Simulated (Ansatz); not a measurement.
**BiN in the zincblende structure**

Method: PBE, scalar-relativistic; no spin polarisation; PAW, 420 eV, 10×10×10 k-mesh, Gaussian smearing of 0.05 eV; code Ansatz; PAW files: Ansatz's generated set soft_2.

```
Bi N
1.0
     0.00000    2.77610    2.77610
     2.77610    0.00000    2.77610
     2.77610    2.77610    0.00000
Bi N
1 1
Direct
  0.00000 0.00000 0.00000
  0.25000 0.25000 0.25000
```

This is a trial structure made by placing the elements on a prototype's sites, so it needn't be the stable form.

The cell above was scaled in volume, its shape and atoms being fixed by the lattice's symmetry. Energies are counted from the cell above.

```csv
V (Å³/atom),ΔE (meV/atom),P from the stress (GPa)
20.218,18.71,5.32
20.539,9.62,3.72
20.967,2.31,1.77
21.395,0.00,0.00
21.823,2.22,-1.60
22.251,8.46,-3.04
22.892,24.51,-4.92
23.534,47.50,-6.52
```

Q: Do the energies and the pressures agree? Compare −ΔE/ΔV between neighbouring points (1 meV/Å³ = 0.1602 GPa) with the mean of their pressures.

A: 
```tsv
interval (Å³/atom)	−ΔE/ΔV (GPa)	mean P (GPa)
20.22 to 20.54	4.5	4.5
20.54 to 20.97	2.7	2.7
20.97 to 21.39	0.9	0.9
21.39 to 21.82	-0.8	-0.8
21.82 to 22.25	-2.3	-2.3
22.25 to 22.89	-4.0	-4.0
22.89 to 23.53	-5.7	-5.7
```
They differ by 0.03 GPa at most.

Q: What do the two routes give for V0, B0 and B0′?

A: A third-order Birch–Murnaghan fit of the energies: V0 = 21.39 Å³/atom, B0 = 84 GPa, B0′ = 4.4. A polynomial of P in ln V, with B = −dP/d ln V at P = 0: V0 = 21.39 Å³/atom, B0 = 84 GPa, B0′ = 4.2.

B0·V0 = 84.2 GPa × 21.39 Å³ = 11.24 eV/atom sets the scale: near the minimum ΔE ≈ ½ B0 V0 x², with x = V/V0 − 1, and a pressure of 0.8 GPa squeezes the volume by about 1 %. At the ends of the curve: x = −5.5 % predicts 16.9 meV/atom and the run gives 18.7; x = +10.0 % predicts 56.4 meV/atom and the run gives 47.5. Compression costs more and expansion less than the parabola says, since the crystal stiffens as it shrinks; B0′ measures that.

Scalar-relativistic only: spin–orbit splittings of the heavy atoms' levels are missing. The run is a metal.
